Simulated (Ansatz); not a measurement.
A geometry of MgF$_{2}$ away from equilibrium: step 3 of the relaxation of a relaxed MgF2 cell shaken by Gaussian noise of σ = 0.08 Å a coordinate. These are PBE (plane waves to 420 eV, PAW, scalar-relativistic; Ansatz, an electronic-structure program) values and carry that method's errors. Γ-centred k-mesh 4×4×7 on the run's cell (coarser than for final values), Fermi–Dirac smearing 0.05 eV. The plane waves were selected for a different cell earlier on the path.

```xyz
9
Lattice="6.4058 -0.0890 0.0003 -3.2799 5.6386 -0.0192 0.0001 -0.0105 3.1456" Properties=species:S:1:pos:R:3 pbc="T T T"
F      2.0946     0.0408    -0.3876
F     -1.1498     1.8634    -0.1813
F      2.2056     3.7635    -0.1804
F      4.2463    -0.0457     0.1219
F     -2.1024     3.7543     0.5031
F      1.0207     1.9255    -0.0008
Mg    -0.0102    -0.0939     1.4263
Mg     0.0078     3.7034    -0.0636
Mg     3.1823     1.8129    -0.0732
```

**Question.** Give the Cartesian forces on all atoms (eV/Å).

**Answer.** 
```tsv
atom	Fx	Fy	Fz
F1	-0.60	-0.43	-1.56
F2	-0.01	0.83	-1.43
F3	0.45	0.69	-1.26
F4	-0.38	-1.29	1.44
F5	0.42	0.48	1.91
F6	0.26	0.08	0.98
Mg7	0.25	-0.43	-0.22
Mg8	-0.54	0.08	0.06
Mg9	0.15	-0.02	0.09
```

The path ends in P-31m (No. 162) (AFLOW prototype AB2_hP9_162_ad_k (as in V2N)). No spin polarisation in the result.

The end of the path is a generated cell of MgF2: the first start was made by a random draw of sites in a space group, and the end was not matched to a known phase here, so it may be hypothetical. Known forms of MgF2 include space group No. 136.
